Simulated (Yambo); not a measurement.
Yambo run on a free-standing MoS2 monolayer (symmetry P-6m2, slab cell 16.1 Å high) under biaxial strain of -3 % in the plane. The wavefunctions come from this Quantum ESPRESSO step (PBEsol, PseudoDojo standard norm-conserving files, scalar-relativistic):

```
&CONTROL
  calculation = 'nscf'
  pseudo_dir = './pseudo'
  outdir = './out'
/
&SYSTEM
  ibrav = 0
  nat = 3
  ntyp = 2
  ecutwfc = 80.0
  ecutrho = 320.0
  occupations = 'fixed'
  force_symmorphic = .true.
  nbnd = 132
  assume_isolated = '2D'
/
&ELECTRONS
  conv_thr = 3.0000000000000004e-09
  diago_full_acc = .true.
  diago_thr_init = 1e-08
/
ATOMIC_SPECIES
S 32.0600 S.upf
Mo 95.9500 Mo.upf
CELL_PARAMETERS angstrom
  3.046764232425   0.000000000000   0.000000000000
 -1.523382116213   2.638575224622   0.000000000000
  0.000000000000   0.000000000000  16.099997721040
ATOMIC_POSITIONS crystal
S   0.666666667000   0.333333333000  -0.098924237900
S   0.666666667000   0.333333333000   0.098924237900
Mo   0.000000000333   0.000000000000   0.000000000000
K_POINTS automatic
6 6 1 0 0 0
```

Yambo input:

```
rim_cut
gw0
dyson
el_el_corr
HF_and_locXC
ppa
em1d
rim_w
RandQpts= 1000000
RandGvec= 2 Ry
CUTGeo= "slab z"
EXXRLvcs= 80 Ry
VXCRLvcs= 320 Ry
Chimod= "HARTREE"
% BndsRnXp
 2 | 131 |
%
NGsBlkXp= 8 Ry
% LongDrXp
 1.0 | 1.0 | 0.0 |
%
RandGvecW= 1000 mRy
PPAPntXp= 27.2114 eV
% GbndRnge
 1 | 131 |
%
GTermKind= "BG"
DysSolver= "n"
ExtendOut
% QPkrange
 1 | 1 | 13 | 14 |
 5 | 5 | 13 | 14 |
 7 | 7 | 13 | 14 |
%
```

k points by index: 1 = Γ, 5 = (0.167, 0.167), 7 = K.

Table of the .qp output:

```
#    K-point    Band    Eo [eV]    E [eV]    E-Eo [eV]    Vxc [eV]    Vnlxc [eV]    Sc|Eo [eV]    Sc|E [eV]    dSc/dw|Eo [eV]    Re(Z)    Im(Z)
#
    1    13    -0.505372    -0.807085    -0.301712    -15.08227    -16.37123    0.884985    0.987245    -9.216601    0.746980    -0.002929
    1    14    3.125323    3.636919    0.511596    -15.56965    -11.12732    -3.753148    -3.930734    -9.440329    0.742419    -0.003048
    5    13    -0.849180    -1.090407    -0.241227    -16.05917    -17.60246    1.217784    1.302065    -9.499006    0.741233    -0.002902
    5    14    1.769916    2.300227    0.530311    -15.00501    -11.01903    -3.278389    -3.455667    -9.091951    0.749544    -0.002981
    7    13    0.000000    -0.147253    -0.147253    -16.22853    -16.88412    0.457916    0.508335    -9.306680    0.745137    -0.002882
    7    14    2.202405    2.901751    0.699346    -17.76049    -13.34407    -3.472156    -3.717076    -9.526033    0.740687    -0.002986
```
(The two width columns are left out.) Convergence of these settings isn't established.

Spin-orbit coupling is not included.

Geometry strained from the cell relaxed with PBEsol, atoms relaxed again.
